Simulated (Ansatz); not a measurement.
Zr3Cu4Ge2 in space group P-62m (No. 189; Zr on 3g, Cu on 1b, Cu on 3f, Ge on 2c), plane-wave PAW PBE (Ansatz code), all energies at zero smearing, with the estimated change up to a 700 eV cutoff added, with one set of potentials and settings (totals compare only within such a set). Cell of 9 atoms (3 Zr, 4 Cu, 2 Ge): -47646.806 eV.

| element | reference phase | E (eV/atom) |
|---|---|---|
| Zr | P6_3/mmc, 2 atoms in the cell | -4183.8611 |
| Cu | Fm-3m, 1 atoms in the cell | -6625.1847 |
| Ge | Fd-3m, 2 atoms in the cell | -4294.9907 |

Formation energy per atom, worked out: (-47646.806 − 3×(-4183.8611) − 4×(-6625.1847) − 2×(-4294.9907))/9 = -0.500 eV/atom (-48 kJ per mol of atoms), at 0 K, without zero-point energy or fitted corrections.

The workflow started from a Materials Project entry (that database holds measured and hypothetical structures alike); the Crystallography Open Database copy checked does not list it. Whether it is the stable phase at ambient conditions was not checked. The PBE relaxation kept the symmetry of its start; whether a distortion lowers the energy is not shown. No spin polarisation was allowed. The references are the lowest solids computed at this level, not always the standard phases.

Potentials: the earlier of the program's two PAW sets.
